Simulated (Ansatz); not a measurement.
YIn:
```yaml
crystal:
  lattice:
    - [3.75626, 0.00000, 0.00000]
    - [0.00000, 3.75626, 0.00000]
    - [0.00000, 0.00000, 3.75626]
  atoms:
    - { symbol: Y, position: [0.50000, 0.50000, 0.50000] }
    - { symbol: In, position: [0.00000, 0.00000, 0.00000] }
```

Relaxed with r²SCAN. Special points in fractions of this cell's reciprocal vectors: Γ (0.000, 0.000, 0.000); X (0.000, 0.500, 0.000); M (0.500, 0.500, 0.000); R (0.500, 0.500, 0.500).

**Question.** List the band energies nearest the Fermi level at these points for plane-wave PAW r²SCAN (Ansatz code).

**Answer.** In eV from the Fermi level; about four levels below and three above (degenerate sets whole), none deeper than 8.9 eV; points with the same levels are listed once.

| k | below | above |
|---|---|---|
| Γ | -8.57 -0.34 -0.34 | 3.04 3.04 3.04 |
| X | -6.12 -4.40 | 0.17 0.70 0.70 |
| M | -5.51 -1.77 -1.77 -0.35 | 2.32 2.32 4.89 |
| R | -2.73 -2.73 -2.73 -2.59 | 3.83 3.83 3.83 |

Space group Pm-3m (CsCl type). The workflow started from a Materials Project entry (that database holds measured and hypothetical structures alike); the Crystallography Open Database files this formula in space group No. 221, but the cells were not matched. Whether it is the stable phase at ambient conditions was not checked. Symmetry was held in the r²SCAN relaxation; its stability against distortions is not shown here. The run is not spin-polarised. Spin–orbit coupling is left out wherever it is not named.

Potentials: the earlier of the program's two PAW sets.
